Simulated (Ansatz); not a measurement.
Y2Te3 with Sn replacing Y — Sn-119 Mössbauer parameters

Cell: a cell of Y2Te3 (space group Fddd) built from a Materials Project structure (computed, not necessarily an observed phase), with the ions relaxed around the defect (PBE).

```yaml
crystal:
  lattice:
    - [0.00000, 6.17341, 13.10007]
    - [4.37884, 0.00000, 13.10007]
    - [4.37884, 6.17341, 0.00000]
  atoms:
    - { symbol: Sn, position: [0.32674, 0.32674, 0.17326] }
    - { symbol: Y, position: [0.16519, 0.16519, 0.33481] }
    - { symbol: Y, position: [0.92097, 0.92097, 0.07903] }
    - { symbol: Y, position: [0.08249, 0.08249, 0.91751] }
    - { symbol: Y, position: [0.99887, 0.99887, 0.50113] }
    - { symbol: Y, position: [0.50051, 0.50051, 0.99949] }
    - { symbol: Y, position: [0.24897, 0.24897, 0.75103] }
    - { symbol: Y, position: [0.74846, 0.74846, 0.25154] }
    - { symbol: Te, position: [0.99865, 0.50359, 0.50099] }
    - { symbol: Te, position: [0.50359, 0.99865, 0.99677] }
    - { symbol: Te, position: [0.25564, 0.74707, 0.74423] }
    - { symbol: Te, position: [0.74707, 0.25564, 0.25306] }
    - { symbol: Te, position: [0.66654, 0.16739, 0.83883] }
    - { symbol: Te, position: [0.83489, 0.33166, 0.66496] }
    - { symbol: Te, position: [0.33166, 0.83489, 0.16849] }
    - { symbol: Te, position: [0.16739, 0.66654, 0.32724] }
    - { symbol: Te, position: [0.57474, 0.09298, 0.40539] }
    - { symbol: Te, position: [0.41696, 0.91770, 0.58439] }
    - { symbol: Te, position: [0.91770, 0.41696, 0.08095] }
    - { symbol: Te, position: [0.09298, 0.57474, 0.92689] }
```

Atom numbers follow the list; atoms alike are taken as one site, whose name carries the number of the first.

Method: Kohn–Sham DFT in Ansatz, PBE, plane waves and PAW, scalar-relativistic, 420 eV cutoff, Γ-centred 3×3×3 k-points, Fermi–Dirac smearing 0.01 eV, cell charge +1.

Isomer shifts (against SnO₂) follow from the electron density at the nucleus, δ = α(ρ − ρ₀), with α = 0.099 mm s⁻¹ a₀³ and ρ₀ = 183191.44 a₀⁻³ from a line fitted to 8 measured compounds at this level of theory (rms miss 0.12 mm/s). ΔE_Q = ½eQV_zz(1 + η²/3)^½ with Q = -0.132 b for the 23.9 keV state.

Question: Give the isomer shift and quadrupole splitting of each Sn site.

Answer: 

| site | atoms | first shell | ρ − ρ₀ (a₀⁻³) | δ (mm/s) | ΔE_Q (mm/s) | η |
| --- | --- | --- | --- | --- | --- | --- |
| Sn | 1 | 6 Te at 2.97–3.20 Å | 22.4 | 2.21 | 0.55 | 0.69 |

The shift of Sn is in the range of covalently or intermetallically bonded tin.

The run isn't spin-polarised, and a state with spin may lie lower. The defect repeats with the cell of 20 atoms, so it feels its images: sites between two images don't show the values beside a lone defect, and zeros or small values of η there can come from the images' arrangement. The relaxation keeps the site symmetry 2 of the start, so the impurity can move only along its axis; a distortion that would localise the partly filled state isn't explored. A uniform background compensates the cell's charge. The defect cell has no gap above 0.1 eV on its mesh, so the values can hang on the smearing and the k-mesh. Without spin–orbit coupling the gradients at and beside Te can be off by some per cent, at some sites by more.

The relaxation (5 steps) took 12 min of wall time (12 min of CPU time) and 2 GiB at its peak, on 1 thread of Intel Xeon Platinum 8175M CPU @ 2.50GHz (Skylake/Cascade Lake) (x86_64; 4 cores open to the job, memory cap 3.0 GiB, no GPU), a shared host with a load of 0.8 a core.
